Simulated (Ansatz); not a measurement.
YF$_{3}$:
Space group Pnma (No. 62); a = 6.3301 Å, b = 6.8397 Å, c = 4.3695 Å, α = β = γ = 90.00°

```json
[
 {"atom": "Y", "site": "4c", "symmetry": ".m.", "x": "0.3691", "y": "0.2500", "z": "0.0613"},
 {"atom": "F", "site": "8d", "symmetry": "1", "x": "0.1651", "y": "0.0631", "z": "0.3779"},
 {"atom": "F", "site": "4c", "symmetry": ".m.", "x": "0.0231", "y": "0.2500", "z": "0.9105"}
]
```

Relaxed with PBEsol. The program Ansatz at the PBEsol level (PAW) gives a gap of 7.89 eV.

Question: What gap does HSE06 give on the same cell (Ansatz, PAW)?

Answer: 10.33 eV, 2.45 eV more. The hybrid was solved on a coarser mesh and at special points; the gap given is the minimum over both.

Cost on shared cores: the PBEsol run (SCF on a 5×4×6 mesh, then bands and DOS) around 6 core-minutes (rough), the HSE06 run (SCF on 3×3×4, then a few points) about 5 core-minutes (a rough figure); the tasks are unlike.

The first step of the workflow began from a Materials Project structure, measured or hypothetical; the Crystallography Open Database files this formula in space group No. 62, but the cells were not matched. Whether it is the stable phase at ambient conditions was not checked. Symmetry was held in the PBEsol relaxation; its stability against distortions is not shown here. The run is not spin-polarised. Spin–orbit coupling is left out wherever it is not named.

Potentials: the earlier of the program's two PAW sets. The files were generated under PBE; for other functionals the program regenerates the frozen cores, and for LDA and PBEsol the local potential too.
